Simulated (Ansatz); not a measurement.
Polymorphs of TiRh, each relaxed with the program Ansatz at the r²SCAN level (PAW):

A: CsCl type (Pm-3m)
a = 3.0911 Å, b = 3.0911 Å, c = 3.0911 Å, α = 90.00°, β = 90.00°, γ = 90.00°

```csv
atom,site,symmetry,x,y,z
Ti,1b,m-3m,0.5000,0.5000,0.5000
Rh,1a,m-3m,0.0000,0.0000,0.0000
```

B: L1₀ or tetragonal B2 (P4/mmm)
a = b = 2.9487 Å, c = 3.3846 Å, α = β = γ = 90.00°

```
atom  site  symmetry       x       y       z
----  ----  --------  ------  ------  ------
Rh      1a     4/mmm  0.0000  0.0000  0.0000
Ti      1d     4/mmm  0.5000  0.5000  0.5000
```

Q: Order them by energy per atom at 0 K (lowest first) at the level r²SCAN.

A: B (+0 meV/atom), A (+20 meV/atom)

Standing as an ambient phase not checked: A; B. Unstable at this level: A. All cells were relaxed under the symmetry of their starts (and spin orders); stability against distortions was not tested throughout. Rows with no word on spin ran without spin polarisation. Scalar-relativistic: spin–orbit coupling is off unless named, which matters more the heavier the elements.

Energies hold the estimated change up to a 700 eV cutoff; steps of a few meV lie near the error of the meshes.

Potentials: the later of the program's two PAW sets.
